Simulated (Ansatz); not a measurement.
## Ansatz run, KB₆As₄Cl

The input, for Ansatz 0.2.0 (plane waves, PAW):

```yaml
crystal:
  lattice:
    - [5.106055, 0.0, 0.0]
    - [-2.553027, 4.421977, 0.0]
    - [0.0, 0.0, 8.645653]
  atoms:
    - { symbol: As, position: [0.33333, 0.66667, 0.29528] }
    - { symbol: As, position: [0.66667, 0.33333, 0.29528] }
    - { symbol: As, position: [0.33333, 0.66667, 0.70472] }
    - { symbol: As, position: [0.66667, 0.33333, 0.70472] }
    - { symbol: K, position: [0.0, 0.0, 0.0] }
    - { symbol: Cl, position: [0.0, 0.0, 0.5] }
    - { symbol: B, position: [0.5, 0.5, 0.1861] }
    - { symbol: B, position: [0.0, 0.5, 0.1861] }
    - { symbol: B, position: [0.5, 0.0, 0.1861] }
    - { symbol: B, position: [0.5, 0.5, 0.8139] }
    - { symbol: B, position: [0.5, 0.0, 0.8139] }
    - { symbol: B, position: [0.0, 0.5, 0.8139] }
  symmetry: { tolerance: 0.0003 }
kpoints:
  mp_grid: { grid: [8, 8, 4], shift: [0, 0, 0] }
  band_path:
    path:
      - [0.0, 0.0, 0.0]
      - [0.5, 0.0, 0.0]
      - [0.33333333, 0.33333333, 0.0]
      - [0.0, 0.0, 0.0]
      - [0.0, 0.0, 0.5]
      - [0.5, 0.0, 0.5]
      - [0.33333333, 0.33333333, 0.5]
      - [0.0, 0.0, 0.5]
      - [0.5, 0.0, 0.5]
      - [0.5, 0.0, 0.0]
      - [0.33333333, 0.33333333, 0.5]
    npoints: 6
magnetization:
  spin_polarized: false
scf:
  occupations: { method: fermi_dirac }
  lower_state_search: "off"
  max_iter: 200
hamiltonian:
  pseudopotentials: { kind: paw }
  xc: r2scan
basis:
  ecutwfc: 500
  fft_grid_basis: typed
output:
  forces: true
  stress: true
  eigenvalues: true
  bader: true
  populations: true
  elf: true
  write_potential: true
  volumetric_format: npy
  dos:
    e_range: [-12, 8]
    de: 0.05
    projected: { site_lists: { As: [As], B: [B], Cl: [Cl], K: [K] } }
checkpoint:
  read: saved_state
```

The run starts from an earlier solution of this cell. 

Excerpt of what it printed:

```
SCF iter   1: F=-23001.5451 eV  Δρ=1.33e-3  dr2=4.13e-3  dr2_τ=6.04e-4
SCF iter   2: F=-23001.5463 eV  Δρ=7.76e-4  dr2=1.54e-3  dr2_τ=3.86e-5
SCF iter   3: F=-23001.5469 eV  Δρ=1.29e-4  dr2=8.06e-5  dr2_τ=1.39e-6
SCF iter   4: F=-23001.5470 eV  Δρ=5.42e-5  dr2=1.50e-5  dr2_τ=2.62e-7
SCF iter   5: F=-23001.5470 eV  Δρ=2.77e-5  dr2=4.78e-6  dr2_τ=8.69e-8
SCF iter   6: F=-23001.5470 eV  Δρ=1.34e-5  dr2=6.36e-7  dr2_τ=1.57e-8
SCF iter   7: F=-23001.5470 eV  Δρ=3.85e-6  dr2=9.71e-8  dr2_τ=1.35e-9
Free energy (F): -23001.5470 eV
Harris-Foulkes:  -23001.5470 eV  (|F-HF|=3.73e-8)
Internal energy: -23001.3601 eV  (E = F + TS)
E sigma→0 (E₀):  -23001.4536 eV
Entropy (-TS):   -0.1869 eV (-15.576 meV/atom)
Fermi energy:    7.5118 eV
--- Forces (eV/Å), atoms counted from 1 ---
  atom   1  As     0.0000     0.0000     8.3531
  atom   2  As     0.0000     0.0000     8.3531
  atom   3  As     0.0000     0.0000    -8.3531
  atom   4  As     0.0000     0.0000    -8.3531
  atom   5  K      0.0000     0.0000     0.0000
  atom   6  Cl     0.0000     0.0000     0.0000
  atom   7  B      0.0000     0.0000    -5.8152
  atom   8  B      0.0000     0.0000    -5.8152
  atom   9  B      0.0000     0.0000    -5.8152
  atom  10  B      0.0000     0.0000     5.8152
  atom  11  B      0.0000     0.0000     5.8152
  atom  12  B      0.0000     0.0000     5.8152
--- Stress (GPa, compression-positive) ---
       42.9519       0.0000       0.0000
        0.0000      42.9519       0.0000
        0.0000       0.0000      18.6960
  P = ⅓ Tr σ = 34.8666 GPa (348.666 kbar)
--- Löwdin populations: 12 sites ---
  site symbol       q [e]
     0     As     14.2904
     1     As     14.2904
     2     As     14.2904
     3     As     14.2904
     4      K      8.1853
     5     Cl      7.6076
     6      B      3.4012
     7      B      3.4012
     8      B      3.4012
     9      B      3.4012
    10      B      3.4012
    11      B      3.4012
  spilling = 0.0068 (of n_electrons = 94.0000)
--- Bader charges: 12 sites ---
  site symbol  charge [e]  shift [e]
     0     As     -0.9824     0.0416
     1     As     -0.9824     0.0416
     2     As     -0.9824     0.0416
     3     As     -0.9824     0.0416
     4      K      0.7113     0.0000
     5     Cl     -0.7223     0.0000
     6      B      0.6569     0.0276
     7      B      0.6567     0.0278
     8      B      0.6567     0.0278
     9      B      0.6569     0.0276
    10      B      0.6567     0.0278
    11      B      0.6567     0.0278
```

Absolute energies hang on the potentials; compare differences alone.

Origin: a known structure type with other elements, at an estimated volume, so it need not be a known compound. Caveats: many states at the Fermi level without spin polarisation, so a magnetic state may lie lower; atoms or cell far from equilibrium.
